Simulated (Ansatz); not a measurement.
ZnGeP$_{2}$:
```
ZnGeP2
1.0
   -2.71225     2.71225     5.35461
    2.71225    -2.71225     5.35461
    2.71225     2.71225    -5.35461
Ge Zn P
2 2 4
Cartesian
  0.00000   0.00000   5.35461
  2.71225   0.00000   2.67730
  0.00000   0.00000   0.00000
  0.00000   2.71225   2.67730
  1.36519   1.35613   1.33865
  1.35613   4.05932  -1.33865
  1.34706   1.35613   6.69326
  1.35613  -1.34706   4.01596
```

This is the PBEsol-relaxed structure. x, y and z are the axes in which the lattice vectors are written.

### Question
All from DFT-PBEsol in the program Ansatz with PAW potentials, unless another level is named. Predict the piezoelectric stress constants (proper, relaxed ions, C/m²).

### Answer
e14 = e25 = -0.04, e36 = -0.08.

### Question
What about the bulk modulus (Birch–Murnaghan fit)?

### Answer
83.2 GPa.

Space group I-42d (chalcopyrite). The cell was relaxed with PBEsol under the symmetry of its start.

Potentials: the later of the program's two PAW sets.
